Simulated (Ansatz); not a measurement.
Ansatz input file:

```yaml
crystal:
  lattice:
    - [3.8152663786, 0.0, 0.0]
    - [0.0, 5.3956014568, 0.0]
    - [0.0, 0.0, 10.7912029135]
  atoms:
    - { symbol: Li, position: [0.0, 0.0, 0.0] }
    - { symbol: Li, position: [0.0, 0.5, 0.25] }
    - { symbol: Pd, position: [0.5, 0.25, 0.125] }
    - { symbol: Pd, position: [0.5, 0.75, 0.375] }
    - { symbol: Pd, position: [0.5, 0.75, 0.125] }
    - { symbol: Pd, position: [0.5, 0.25, 0.375] }
    - { symbol: Pd, position: [0.0, 0.5, 0.0] }
    - { symbol: Pd, position: [0.0, 0.0, 0.25] }
    - { symbol: Pd, position: [0.0, 1.0, 0.5] }
    - { symbol: Pd, position: [0.0, 0.5, 0.75] }
    - { symbol: Pd, position: [0.5, 0.25, 0.625] }
    - { symbol: Pd, position: [0.5, 0.75, 0.875] }
    - { symbol: Pd, position: [0.5, 0.75, 0.625] }
    - { symbol: Pd, position: [0.5, 0.25, 0.875] }
    - { symbol: Li, position: [0.0, 0.5, 0.5] }
    - { symbol: Li, position: [0.0, 0.0, 0.75] }
basis:
  ecutwfc: 420
kpoints:
  mp_grid: { grid: [10, 6, 3] }
hamiltonian:
  xc: pbesol
scf:
  occupations: { method: gaussian, width: 0.1 }
output:
  forces: true
  stress: true
  eigenvalues: true
  populations: true
relax:
  adjacent_minimum: "off"
  f_tol: 0.02
  max_steps: 45
  cell: { fix: [a, b, alpha, beta, gamma], stress_tol: 0.1 }
```

Command:
```bash
ansatz run input.yaml --threads 4 --pin off --max-ram 9216MiB --backend cpu --events-out ev --progress --plain --runs-dir out
```

All numbers below come from Ansatz, DFT PBEsol, scalar-relativistic, plane waves, PAW.

Part of what the program printed, abridged (final results; tables in files aren't shown):

```
SCF 4 converged in 6 iterations: F = -83695.254210 eV  dr2 = 4.31e-11
SCF converged after 6 iterations
Free energy (F): -83695.254210 eV
Harris-Foulkes:  -83695.254210 eV  (|F-HF|=1.46e-11)
Internal energy: -83695.174079 eV  (E = F + TS)
E sigma→0 (E₀):  -83695.214145 eV
Entropy (-TS):   -0.080131 eV (-5.008 meV/atom)
Fermi energy:    15.970468 eV
--- Per-component energies (eV) ---
  E_band       = -2624.875245
  E_kinetic    = 6265.929346
  E_local      = -26144.989607  (includes V_loc(G=0)·N_el)
  E_nonlocal   = 2498.026519
  E_hartree    = 10679.248292
  E_xc         = -2057.925212
  E_vxc        = -2593.419631  (∫ρ·V_xc dr)
  E_paw        = -44299.780801  (= ΣΔE_a)
  E_vpaw       = -4008.922051  (= ΣTr[D̂ρ^β])
  E_aug_tail   = 0.002518  (compensation charges beyond the density's cutoff)
  E_ewald      = -30639.315424
  E_core_change = 3.630289  (= ΣΔE_core)
  E_smearing   = -0.080131  (= −TS)
--- Forces (eV/Å), atoms counted from 1 ---
  atom   1  Li     0.00000000     0.00000000     0.00083620
  atom   2  Li     0.00000000     0.00000000    -0.00083620
  atom   3  Pd     0.00000000     0.00000000     0.00000000
  atom   4  Pd     0.00000000    -0.00050155     0.00000000
  atom   5  Pd     0.00000000     0.00000000     0.00000000
  atom   6  Pd     0.00000000     0.00050155     0.00000000
  atom   7  Pd     0.00000000     0.00000000    -0.00959753
  atom   8  Pd     0.00000000     0.00000000     0.00959753
  atom   9  Pd     0.00000000     0.00000000    -0.00959753
  atom  10  Pd     0.00000000     0.00000000     0.00959753
  atom  11  Pd     0.00000000     0.00000000     0.00000000
  atom  12  Pd     0.00000000     0.00050155     0.00000000
  atom  13  Pd     0.00000000     0.00000000     0.00000000
  atom  14  Pd     0.00000000    -0.00050155     0.00000000
  atom  15  Li     0.00000000     0.00000000     0.00083620
  atom  16  Li     0.00000000     0.00000000    -0.00083620
--- Stress (GPa, compression-positive) ---
        0.272231       0.000000       0.000000
        0.000000      -1.393865       0.000000
        0.000000       0.000000      -0.068833
  P = ⅓ Tr σ = -0.3968 GPa (-3.968 kbar)
--- Band table (eV; the first three rows and the last of 48) ---
  k-point 0: bands = ["-68.0562", "-68.0473", "-68.0370", "-68.0239", "-68.0043", "-67.9997", "-67.9997", "-67.9989", "-67.8907", "-67.8903", "-67.8693", "-67.8684", "-33.9952", "-33.9797", "-33.9536", "-33.9188", "-33.9033", "-33.8963", "-33.8898", "-33.8785", "-33.8485", "-33.8425", "-33.8387", "-33.7746", "-33.7678", "-33.7586", "-33.7566", "-33.7381", "-33.7218", "-33.7146", "-33.7137", "-33.7073", "-33.6840", "-33.6811", "-33.6796", "-33.6591", "-33.6546", "-33.6461", "-33.6419", "-33.6085", "-33.5593", "-33.5592", "-33.5583", "-33.5539", "-33.5459", "-33.5457", "-33.5445", "-33.5399", "-28.1023", "-28.1008", "-28.0936", "-28.0921", "9.3277", "10.2637", "10.5557", "11.0055", "11.1201",  ...
  k-point 1: bands = ["-68.0546", "-68.0506", "-68.0328", "-68.0268", "-68.0028", "-68.0006", "-67.9995", "-67.9991", "-67.8906", "-67.8904", "-67.8690", "-67.8686", "-33.9919", "-33.9842", "-33.9480", "-33.9328", "-33.8918", "-33.8911", "-33.8823", "-33.8721", "-33.8652", "-33.8489", "-33.8281", "-33.7931", "-33.7690", "-33.7616", "-33.7520", "-33.7374", "-33.7252", "-33.7144", "-33.7139", "-33.7121", "-33.6804", "-33.6774", "-33.6752", "-33.6642", "-33.6560", "-33.6537", "-33.6130", "-33.5913", "-33.5745", "-33.5656", "-33.5590", "-33.5586", "-33.5451", "-33.5447", "-33.5441", "-33.5413", "-28.1020", "-28.1012", "-28.0932", "-28.0924", "9.4759", "9.8757", "10.7540", "10.9433", "11.3317", " ...
  k-point 2: bands = ["-68.0547", "-68.0457", "-68.0381", "-68.0254", "-68.0040", "-68.0002", "-67.9997", "-67.9990", "-67.8895", "-67.8891", "-67.8705", "-67.8697", "-33.9812", "-33.9655", "-33.9496", "-33.9145", "-33.9033", "-33.8944", "-33.8907", "-33.8654", "-33.8461", "-33.8439", "-33.8438", "-33.7760", "-33.7669", "-33.7569", "-33.7423", "-33.7411", "-33.7220", "-33.7117", "-33.7080", "-33.7066", "-33.6888", "-33.6823", "-33.6794", "-33.6768", "-33.6617", "-33.6604", "-33.6298", "-33.6100", "-33.5648", "-33.5637", "-33.5618", "-33.5611", "-33.5593", "-33.5560", "-33.5403", "-33.5355", "-28.1021", "-28.1007", "-28.0934", "-28.0921", "9.4751", "10.3804", "10.6294", "11.0651", "11.2384",  ...
  k-point 47: bands = ["-68.0337", "-68.0337", "-68.0238", "-68.0238", "-68.0115", "-68.0115", "-68.0111", "-68.0111", "-67.8836", "-67.8836", "-67.8786", "-67.8786", "-33.9798", "-33.9798", "-33.9699", "-33.9699", "-33.8917", "-33.8917", "-33.8477", "-33.8477", "-33.7915", "-33.7915", "-33.7845", "-33.7845", "-33.7748", "-33.7748", "-33.7658", "-33.7658", "-33.7395", "-33.7395", "-33.7205", "-33.7205", "-33.7139", "-33.7139", "-33.6596", "-33.6596", "-33.6308", "-33.6308", "-33.6286", "-33.6286", "-33.6078", "-33.6078", "-33.5808", "-33.5808", "-33.5354", "-33.5354", "-33.5305", "-33.5305", "-28.1002", "-28.1002", "-28.0923", "-28.0923", "11.3548", "11.3548", "11.5777", "11.5777", "11.7659" ...
--- Relaxed structure (3 steps of the walk, 3 accepted, 1 SCFs on fresh bases) ---
  F+E_penalty+E_count = -83695.25421002 eV   max|allowed force component| = 9.598e-3 eV/Å   (the final SCF, on the basis selected at the relaxed cell)
  cell:  # Å, volume = 224.2164 Å³
    - [3.8152663786, 4.70237249e-127, -3.32574970e-129]
    - [6.65015895e-127, 5.3956014568, 2.98474284e-127]
    - [-9.40664068e-129, 5.96948569e-127, 10.89187598]
  atoms:
    - { symbol: Li, position: [0.0, 0.0, 0.00439029] }
    - { symbol: Li, position: [0.0, 0.50000000, 0.24560970] }
    - { symbol: Pd, position: [0.5, 0.25000000, 0.12500000] }
    - { symbol: Pd, position: [0.5, 0.74613470, 0.375] }
    - { symbol: Pd, position: [0.5, 0.75, 0.12500000] }
    - { symbol: Pd, position: [0.5, 0.25386529, 0.375] }
    - { symbol: Pd, position: [0.0, 0.50000000, 0.00070984] }
    - { symbol: Pd, position: [0.0, 0.0, 0.24929015] }
    - { symbol: Pd, position: [0.0, 1.00000000, 0.50070984] }
    - { symbol: Pd, position: [0.0, 0.50000000, 0.74929015] }
    - { symbol: Pd, position: [0.5, 0.25000000, 0.62500000] }
    - { symbol: Pd, position: [0.5, 0.75386529, 0.87500000] }
    - { symbol: Pd, position: [0.5, 0.75, 0.62500000] }
    - { symbol: Pd, position: [0.5, 0.24613470, 0.87500000] }
    - { symbol: Li, position: [0.0, 0.50000000, 0.50439029] }
    - { symbol: Li, position: [0.0, 0.0, 0.74560970] }
--- Löwdin populations: 16 sites ---
  site symbol q [e]
     0     Li      3.3281
     1     Li      3.3281
     2     Pd     17.4346
     3     Pd     17.4742
     4     Pd     17.4346
     5     Pd     17.4742
     6     Pd     17.4371
     7     Pd     17.4371
     8     Pd     17.4371
     9     Pd     17.4371
    10     Pd     17.4346
    11     Pd     17.4742
    12     Pd     17.4346
    13     Pd     17.4742
    14     Li      3.3281
    15     Li      3.3281
  spilling = 0.023264 (of n_electrons = 228.000000)
```

The relaxation met its thresholds.

It took 84 s on 4 threads of Arm Neoverse V2, with other jobs on the host, peak memory 1.6 GiB.